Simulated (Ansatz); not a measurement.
An Ansatz (a first-principles code) input:

Ansatz 0.2 input:
```yaml
crystal:
  lattice:
    - [9.8109657842, 0.0, 0.0]
    - [0.0, 9.8109657842, 0.0]
    - [0.0, 0.0, 9.8109360104]
  atoms:
    - { symbol: O, position: [0.2681564057, 0.1253030828, 0.1071677399] }
    - { symbol: O, position: [0.3746969172, 0.7681564057, 0.3571677399] }
    - { symbol: O, position: [0.7318435943, 0.8746969172, 0.6071677399] }
    - { symbol: O, position: [0.6253030828, 0.2318435943, 0.8571677399] }
    - { symbol: O, position: [0.7681564057, 0.3746969172, 0.6428322601] }
    - { symbol: O, position: [0.8746969172, 0.7318435943, 0.3928322601] }
    - { symbol: O, position: [0.2318435943, 0.6253030828, 0.1428322601] }
    - { symbol: O, position: [0.1253030828, 0.2681564057, 0.8928322601] }
    - { symbol: O, position: [0.2672949845, 0.875309396, 0.1426267457] }
    - { symbol: O, position: [0.624690604, 0.7672949845, 0.3926267457] }
    - { symbol: O, position: [0.7327050155, 0.124690604, 0.6426267457] }
    - { symbol: O, position: [0.375309396, 0.2327050155, 0.8926267457] }
    - { symbol: O, position: [0.7672949845, 0.624690604, 0.6073732543] }
    - { symbol: O, position: [0.124690604, 0.7327050155, 0.3573732543] }
    - { symbol: O, position: [0.2327050155, 0.375309396, 0.1073732543] }
    - { symbol: O, position: [0.875309396, 0.2672949845, 0.8573732543] }
    - { symbol: O, position: [0.4827621843, 0.9817866793, 0.2489924851] }
    - { symbol: O, position: [0.5182133207, 0.9827621843, 0.4989924851] }
    - { symbol: O, position: [0.5172378157, 0.0182133207, 0.7489924851] }
    - { symbol: O, position: [0.4817866793, 0.0172378157, 0.9989924851] }
    - { symbol: O, position: [0.9827621843, 0.5182133207, 0.5010075149] }
    - { symbol: O, position: [0.0182133207, 0.5172378157, 0.2510075149] }
    - { symbol: O, position: [0.0172378157, 0.4817866793, 0.0010075149] }
    - { symbol: O, position: [0.9817866793, 0.4827621843, 0.7510075149] }
    - { symbol: Si, position: [0.2503820036, 0.2503820036, 0.0] }
    - { symbol: Si, position: [0.2496179964, 0.7503820036, 0.25] }
    - { symbol: Si, position: [0.7496179964, 0.7496179964, 0.5] }
    - { symbol: Si, position: [0.7503820036, 0.2496179964, 0.75] }
    - { symbol: Si, position: [0.3750016825, 0.9998798324, 0.124458271] }
    - { symbol: Si, position: [0.5001201676, 0.8750016825, 0.374458271] }
    - { symbol: Si, position: [0.6249983175, 0.0001201676, 0.624458271] }
    - { symbol: Si, position: [0.4998798324, 0.1249983175, 0.874458271] }
    - { symbol: Si, position: [0.8750016825, 0.5001201676, 0.625541729] }
    - { symbol: Si, position: [0.0001201676, 0.6249983175, 0.375541729] }
    - { symbol: Si, position: [0.1249983175, 0.4998798324, 0.125541729] }
    - { symbol: Si, position: [0.9998798324, 0.3750016825, 0.875541729] }
kpoints:
  mp_grid: { grid: [3, 3, 3] }
hamiltonian:
  xc: r2scan
  pseudopotentials: { kind: paw }
scf:
  occupations: { method: fixed }
output:
  optics: { e_range: [0.0, 15.0], de: 0.05, sigma: 0.1, bands: { spectra_wanted_up_to: 12 eV } }
```

Problem. How many symmetry operations and irreducible k-points will the run report?

Solution. 8 operations, 6 of 27 k-points.

Problem. With a cutoff of 500 eV, how many plane waves at Γ?

Solution. 23847.

It took very roughly 30 core-minutes on shared server cores.

Space group P4_12_12. The workflow started from an entry of the Crystallography Open Database (COD). Its sites differ from those of the usual phase in this space group: another stacking or structure type. The r²SCAN relaxation kept the symmetry of its start; whether a distortion lowers the energy is not shown. The volume moved by 97 % from the start of the relaxation.

Potentials: the later of the program's two PAW sets.

Ansatz is a plane-wave DFT program.
